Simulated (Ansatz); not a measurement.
CdO:
```yaml
crystal:
  lattice:
    - [3.58369, 0.00000, 0.00000]
    - [-1.79185, 3.10357, 0.00000]
    - [0.00000, 0.00000, 5.56473]
  atoms:
    - { symbol: Cd, position: [0.66667, 0.33333, 0.49646] }
    - { symbol: Cd, position: [0.33333, 0.66667, 0.99646] }
    - { symbol: O, position: [0.66667, 0.33333, 0.88844] }
    - { symbol: O, position: [0.33333, 0.66667, 0.38844] }
```

Relaxed with LDA. Special points in fractions of this cell's reciprocal vectors: Γ (0.000, 0.000, 0.000); M (0.500, 0.000, 0.000); K (0.333, 0.333, 0.000); A (0.000, 0.000, 0.500); L (0.500, 0.000, 0.500); H (0.333, 0.333, 0.500).

List the band energies nearest the Fermi level at these points for LDA in the plane-wave PAW code Ansatz.

In eV from the Fermi level; about four levels below and three above (degenerate sets whole), none deeper than 8.9 eV; … stands for higher levels left out; points with the same levels are listed once.

```
k                    below                above
-  -----------------------  -------------------
Γ  -0.38 -0.18 -0.02 -0.02          3.97 6.72 …
M  -2.54 -2.13 -1.10 -0.92       4.37 5.61 7.11
K  -3.55 -1.69 -1.69 -1.69       6.02 6.02 6.79
A  -0.37 -0.37 -0.37 -0.37  2.25 2.25 8.97 8.97
L  -1.48 -1.48 -1.15 -1.15  4.78 4.78 6.69 6.69
H  -2.54 -2.54 -1.04 -1.04  6.76 6.76 6.96 6.96
```

Space group P6_3mc (wurtzite). The workflow started from a Materials Project entry (that database holds measured and hypothetical structures alike); the Crystallography Open Database copy checked does not list it. It is not the phase usual at ambient conditions (space group No. 225). Symmetry was held in the LDA relaxation; its stability against distortions is not shown here. The Fermi level of a semimetal is unsure by some 0.05 eV on such meshes. Spin–orbit coupling is left out wherever it is not named.

Potentials: the later of the program's two PAW sets.
